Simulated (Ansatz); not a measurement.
## Harmonic thermodynamics of Ga3Sb2As

The calculation used DFT PBE, scalar-relativistic, plane waves, PAW (Ansatz 0.2.0). Cutoff 420 eV, 12×12×4 k-points (Γ-centred), Fermi-Dirac smearing of 0.15 eV. No spin polarisation. Phonons by linear response, acoustic sum rule imposed.

The cell, relaxed at this level:
```cif
data_structure
_symmetry_space_group_name_H-M 'P3m1'
_symmetry_Int_Tables_number 156
_cell_length_a 4.2922
_cell_length_b 4.2922
_cell_length_c 10.5051
_cell_angle_alpha 90.000
_cell_angle_beta 90.000
_cell_angle_gamma 120.000
_cell_volume 167.60
loop_
_atom_site_label
_atom_site_type_symbol
_atom_site_symmetry_multiplicity
_atom_site_Wyckoff_symbol
_atom_site_fract_x
_atom_site_fract_y
_atom_site_fract_z
_atom_site_occupancy
Ga1 Ga 1 a 0.00000 0.00000 0.98736 1
Ga2 Ga 1 c 0.66667 0.33333 0.33268 1
Ga3 Ga 1 b 0.33333 0.66667 0.67943 1
Sb1 Sb 1 c 0.66667 0.33333 0.07764 1
Sb2 Sb 1 b 0.33333 0.66667 0.42258 1
As1 As 1 a 0.00000 0.00000 0.75031 1
```

The cell was found from a structure generator's guess, not taken from experiment. In a metal, frequencies and elastic constants depend on the k mesh and the smearing, soft modes and shear constants most. Spin–orbit coupling is left out, which matters for heavy elements. The q mesh is coarse, so values between its points are rough.

Force constants from linear response on a 2×2×1 q mesh, interpolated to a fine mesh.

Phonon density of states, in bins of 5 cm⁻¹:
(bin centre (cm⁻¹), share of modes (%)): (-7.5, 0.0), (-2.5, 0.0), (2.5, 0.0), (7.5, 0.0), (12.5, 0.1), (17.5, 0.3), (22.5, 0.5), (27.5, 0.8), (32.5, 1.4), (37.5, 2.2), (42.5, 2.8), (47.5, 3.6), (52.5, 3.9), (57.5, 3.2), (62.5, 3.0), (67.5, 2.6), (72.5, 2.1), (77.5, 2.1), (82.5, 2.3), (87.5, 1.6), (92.5, 1.5), (97.5, 0.7), (102.5, 0.7), (107.5, 0.7), (112.5, 0.6), (117.5, 0.8), (122.5, 0.8), (127.5, 1.0), (132.5, 1.5), (137.5, 1.6), (142.5, 1.9), (147.5, 2.0), (152.5, 1.7), (157.5, 1.5), (162.5, 0.3), (167.5, 0.1), (172.5, 0.6), (177.5, 1.7), (182.5, 1.7), (187.5, 2.7), (192.5, 3.9), (197.5, 5.6), (202.5, 6.4), (207.5, 9.1), (212.5, 12.2), (217.5, 0.4), (222.5, 0.0), (227.5, 0.0), (232.5, 5.6)

Question: Give the zero-point energy per atom.

Answer: 26.8 meV.

Question: How large are the vibrational entropy and heat capacity at 300 K?

Answer: S = 4.67 k_B and C_V = 2.86 k_B per atom, 95 % of the Dulong–Petit value.

Question: Tabulate them against temperature.

Answer:
| T (K) | F_vib (meV/atom) | S (k_B/atom) | C_V (k_B/atom) |
| --- | --- | --- | --- |
| 100 | 19.9 | 1.85 | 2.07 |
| 200 | -3.8 | 3.54 | 2.70 |
| 300 | -39.5 | 4.67 | 2.86 |
| 400 | -83.5 | 5.50 | 2.92 |
| 500 | -133.8 | 6.16 | 2.95 |
| 600 | -189.2 | 6.70 | 2.96 |
| 700 | -248.9 | 7.15 | 2.97 |
| 800 | -312.3 | 7.55 | 2.98 |
| 900 | -378.9 | 7.90 | 2.98 |
| 1000 | -448.4 | 8.22 | 2.99 |
